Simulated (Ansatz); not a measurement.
## Computed properties of TaRh3

```
CELL_PARAMETERS angstrom
3.86978 0.00000 0.00000
0.00000 3.86978 0.00000
0.00000 0.00000 3.86978
ATOMIC_POSITIONS crystal
Ta 0.00000 0.00000 0.00000
Rh 0.00000 0.50000 0.50000
Rh 0.50000 0.50000 0.00000
Rh 0.50000 0.00000 0.50000
```

Atoms are numbered in the order listed.

The cell is the one relaxed in the Materials Project (mp-1020), not relaxed further here; entries there can be hypothetical.

No spin–orbit coupling, which matters for the heavy atoms here.

All numbers are computed: DFT, PBEsol, all-electron LAPW, scalar-relativistic (Ansatz 0.2.0); DFT, PBEsol, PAW with Ansatz's default frozen-core files, scalar-relativistic (Ansatz 0.2.0).

For LAPW: a Γ-centred 9×9×9 k mesh, Fermi–Dirac smearing of 0.05 eV, basis error target 0.5 meV/atom, no spin polarisation. PAW takes a cutoff of 420 eV at this cell (files made with PBE, cores remade for this functional). The Ansatz runs share mesh, smearing and spin set-up. Values come from LAPW unless marked.

- Pressure at this cell: -5.02 GPa
- Band gap: none: bands cross the Fermi level, a metal
- Density of states at the Fermi level (0.2 eV bin): 2.00 states/eV per cell
- Löwdin charges (with 0.40 e of the cell spilling out of the atomic basis, so their sizes and signs hang on that basis): Ta1 0.26, Rh2 0.05 e
- Bader charges (from the PAW run): Ta1 +1.48, Rh2 -0.49 e
- Volume per atom: 14.49 Å³
